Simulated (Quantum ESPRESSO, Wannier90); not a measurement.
# Wannier functions of MoS2 (R3m)

Structure: Materials Project mp-1434, symmetrised, not relaxed again. COD (Crystallography Open Database) has the formula in 3 space groups, this one among them (matched by group alone). Computed values, not measurements, from PBEsol: Quantum ESPRESSO (norm-conserving PseudoDojo potentials, cutoff 64 Ry, spinors with spin-orbit coupling) on a Γ-centred 6×6×6 mesh, then Wannier90. Density: 12×12×12 mesh, cold smearing 0.01 Ry. The cell is built of weakly bound layers, chains or molecules, whose nearest atoms lie 3.85 Å apart. Database cells relaxed without dispersion often hold them too far apart, which can enlarge gaps and weakens couplings between them; spacing and stacking were not compared with the measured crystal.

```
begin unit_cell_cart
ang
   -1.5921498499    2.7576844333    0.0000000000
   -3.1842996998    0.0000000000    0.0000000000
   -1.5921498499    0.9192281444    6.4821000000
end unit_cell_cart
mp_grid = 6 6 6
```

Problem. Which shells of neighbouring k-points and which b-vectors and weights does Wannier90 pick for this cell and mesh?

Solution. 
```
 *---------------------------------- K-MESH ----------------------------------*
 +----------------------------------------------------------------------------+
 |                    Distance to Nearest-Neighbour Shells                    |
 |                    ------------------------------------                    |
 |          Shell             Distance (Ang^-1)          Multiplicity         |
 |          -----             -----------------          ------------         |
 |             1                   0.161552                      2            |
 |             2                   0.323104                      2            |
 |             3                   0.383537                      6            |
 |             4                   0.394716                      6            |
 |             5                   0.436577                      6            |
 |             6                   0.465509                      6            |
 |             7                   0.484657                      2            |
 |             8                   0.535066                      6            |
       ... (lines left out)
 +----------------------------------------------------------------------------+
 | The b-vectors are chosen automatically                                     |
 | The following shells are used:                       1,  3                 |
 +----------------------------------------------------------------------------+
 |                        Shell   # Nearest-Neighbours                        |
 |                        -----   --------------------                        |
 |                          1               2                                 |
 |                          2               6                                 |
 +----------------------------------------------------------------------------+
 | Completeness relation is fully satisfied [Eq. (B1), PRB 56, 12847 (1997)]  |
 +----------------------------------------------------------------------------+
 |                  b_k Vectors (Ang^-1) and Weights (Ang^2)                  |
 |                  ----------------------------------------                  |
 |            No.         b_k(x)      b_k(y)      b_k(z)        w_b           |
 |            ---        --------------------------------     --------        |
 |             1         0.000000    0.000000    0.161552    18.387208        |
 |             2         0.000000    0.000000   -0.161552    18.387208        |
 |             3        -0.328863   -0.189869   -0.053851     2.311589        |
 |             4         0.000000    0.379738   -0.053851     2.311589        |
 |             5        -0.328863    0.189869    0.053851     2.311589        |
 |             6         0.328863    0.189869    0.053851     2.311589        |
 |             7         0.000000   -0.379738    0.053851     2.311589        |
 |             8         0.328863   -0.189869   -0.053851     2.311589        |
```
